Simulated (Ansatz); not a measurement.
Nb$_{3}$Au (A15 (Cr3Si type), space group No. 223), the program Ansatz at the PBEsol level (PAW), all energies at zero smearing, with the estimated change up to a 700 eV cutoff added, with one set of potentials and settings (totals compare only within such a set). Cell of 8 atoms (6 Nb, 2 Au): -52987.987 eV.

```json
[
 {"element": "Nb", "reference phase": "Im-3m, 1 atoms in the cell", "E (eV/atom)": "-4495.4542"},
 {"element": "Au", "reference phase": "Fm-3m, 1 atoms in the cell", "E (eV/atom)": "-13007.0999"}
]
```

Formation energy per atom, worked out: (-52987.987 − 6×(-4495.4542) − 2×(-13007.0999))/8 = -0.133 eV/atom (-13 kJ per mol of atoms), at 0 K, without zero-point energy or fitted corrections.

Space group Pm-3n (A15 (Cr3Si type)). The first step of the workflow began from a Materials Project structure, measured or hypothetical; the Crystallography Open Database files this formula in space group No. 223, but the cells were not matched. Whether it is the stable phase at ambient conditions was not checked. The PBEsol relaxation kept the symmetry of its start; its stability against distortions is not shown here. No spin polarisation was allowed. The references are the lowest solids computed at this level, not always the standard phases. Scalar-relativistic: spin–orbit coupling is off unless named, which matters more the heavier the elements.

Potentials: the later of the program's two PAW sets.
